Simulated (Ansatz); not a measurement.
A geometry of Pt away from equilibrium: step 3 of the relaxation of a relaxed Pt cell, doubled along one cell vector, shaken by Gaussian noise of σ = 0.08 Å a coordinate. Level of theory: PBEsol (plane waves to 420 eV, PAW, scalar-relativistic; Ansatz, an electronic-structure program). Γ-centred k-mesh 14×7×14 on the run's cell (coarser than for final values), Fermi–Dirac smearing 0.05 eV.

```xyz
6
Lattice="1.3956 0.7944 6.9962 -2.7541 1.6219 13.9813 0.0236 -1.5493 6.9870" Properties=species:S:1:pos:R:3 pbc="T T T"
Pt    -0.0376    -0.0677     0.0248
Pt    -1.4074     0.7449     7.0371
Pt    -0.0507     0.2240     4.7297
Pt    -1.4252     1.0365    11.7183
Pt     0.0171    -0.2909    16.3588
Pt    -1.3532     0.5187    23.3667
```

Question: Which atoms carry the largest force, and which way does it point?

Answer: 0.46 eV/Å, on Pt1 (atoms numbered as listed); on Pt1 its components are (0.08, 0.00, 0.46).

Question: What is the pressure?

Answer: -1.2 GPa, compression positive.

Question: How far above the relaxed end point is this geometry?

Answer: 0.02 eV/atom; the path ends in I4/mmm (No. 139) (AFLOW prototype A_tI2_139_a (A_a)).

No spin polarisation in the result.

The end of the path is a generated cell of Pt: the first start was made by placing the elements on the sites of a structure type, and the end was not matched to a known phase here, so it may be hypothetical. Known forms of Pt include space group No. 225.
